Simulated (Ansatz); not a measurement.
Task: Each is relaxed and computed with the program Ansatz at the r²SCAN level (PAW). Which is the only metal?
(A) CaB2C2, I4/mcm (Ca on 4a, B on 8h, C on 8h)
(B) BN, P6_222 (B on 3d, N on 3c)
(C) BAs, rock salt
(D) B6As, R-3m (B on 18h, B on 18h, As on 6c)

Result: C, BAs, rock salt. BAs: metal; B6As: gap 2.88 eV (indirect); BN: gap 4.24 eV (indirect); CaB2C2: gap 0.67 eV (indirect). Constructed cells (a structure type filled with these elements, in neither database checked): BAs, rock salt; BN, P6_222 (B on 3d, N on 3c). Not the usual ambient phase: BAs, rock salt; BN, P6_222 (B on 3d, N on 3c). Standing as an ambient phase not checked: B6As, R-3m (B on 18h, B on 18h, As on 6c); CaB2C2, I4/mcm (Ca on 4a, B on 8h, C on 8h). Perhaps ordered models of mixed-site phases: CaB2C2, I4/mcm (Ca on 4a, B on 8h, C on 8h). All cells were relaxed under the symmetry of their starts (and spin orders); stability against distortions was not tested throughout. Scalar-relativistic: spin–orbit coupling is off unless named, which matters more the heavier the elements.

Potentials: the later of the program's two PAW sets.
